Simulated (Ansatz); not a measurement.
SiGe:
```yaml
crystal:
  lattice:
    - [1.96046, 1.13187, 6.39176]
    - [-1.96046, 1.13187, 6.39176]
    - [0.00000, -2.26375, 6.39176]
  atoms:
    - { symbol: Si, position: [0.93885, 0.93885, 0.93885] }
    - { symbol: Si, position: [0.06115, 0.06115, 0.06115] }
    - { symbol: Ge, position: [0.43593, 0.43593, 0.43593] }
    - { symbol: Ge, position: [0.56407, 0.56407, 0.56407] }
```

Cartesian axes are those of the cell as given.

Q: Give the high-frequency dielectric tensor and the Born effective charge tensors of the independent atoms from DFPT, the program Ansatz at the PBEsol level (PAW).

A: 
ε∞:
```
15.3  0.00  0.00
0.00  15.3  0.00
0.00  0.00  15.5
```
Z* of atom 1 (Si), rows: field, columns: displacement, in e:
```
 0.01   0.00   0.00
 0.00   0.01   0.00
 0.00   0.00  -0.16
```
Z* of atom 3 (Ge), rows: field, columns: displacement, in e:
```
-0.01   0.00   0.00
 0.00  -0.01   0.00
 0.00   0.00   0.16
```

Space group R-3m. The start of the workflow was typed in or built on a structure type; neither database checked (COD, Materials Project) lists it. Its standing as an ambient phase is unchecked. The cell was relaxed with PBEsol under the symmetry of its start; whether a distortion lowers the energy is not shown. Scalar-relativistic: spin–orbit coupling is off unless named, which matters more the heavier the elements.

Potentials: the earlier of the program's two PAW sets. The files were generated under PBE; for other functionals the program regenerates the frozen cores, and for LDA and PBEsol the local potential too.
